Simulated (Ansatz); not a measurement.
Relaxed-ion elastic tensor of RbCaH3 (cubic perovskite, Pm-3m) in GPa (Voigt order), LDA (plane waves, PAW; program Ansatz); density 2.51 g/cm³, 17.02 Å³ per atom.

```csv
,1,2,3,4,5,6
1,64.2,11.3,11.3,0.0,0.0,0.0
2,11.3,64.2,11.3,0.0,0.0,0.0
3,11.3,11.3,64.2,0.0,0.0,0.0
4,0.0,0.0,0.0,19.0,0.0,0.0
5,0.0,0.0,0.0,0.0,19.0,0.0
6,0.0,0.0,0.0,0.0,0.0,19.0
```

Task: Is the crystal mechanically stable?

Result: Yes: the smallest eigenvalue of C is 19.0 GPa.

Task: Work out the Voigt, Reuss and Hill averages.

Result: K_V = 28.9, K_R = 28.9, K_H = 28.9; G_V = 22.0, G_R = 21.4, G_H = 21.7 GPa.

Task: Give Young's modulus, Poisson's ratio, Pugh's ratio and the universal anisotropy index.

Result: E = 9KG/(3K + G) = 52.0 GPa; ν = 0.20; K/G = 1.34 (brittle by the Pugh limit of 1.75); A_U = 5G_V/G_R + K_V/K_R − 6 = 0.13.

Task: Estimate the sound speeds and the Debye temperature.

Result: v_l = √((K + 4G/3)/ρ) = 4800 m/s, v_t = √(G/ρ) = 2940 m/s, mean 3240 m/s; Θ = (h/k)(3n/4πV)^(1/3) v_m = 376 K.

Task: Give the Zener ratio and Young's modulus along [100], [110] and [111].

Result: A = 2C44/(C11 − C12) = 0.72; 1/E = S11 − 2(S11 − S12 − S44/2)Γ with Γ = 0, 1/4, 1/3 gives 60.8, 49.6, 46.7 GPa.

The first step of the workflow began from a Materials Project structure, measured or hypothetical; the Crystallography Open Database files this formula in space group No. 221, but the cells were not matched. Whether it is the stable phase at ambient conditions was not checked. The LDA relaxation kept the symmetry of its start; phonons on a q-mesh show no instability.

Potentials: the later of the program's two PAW sets.
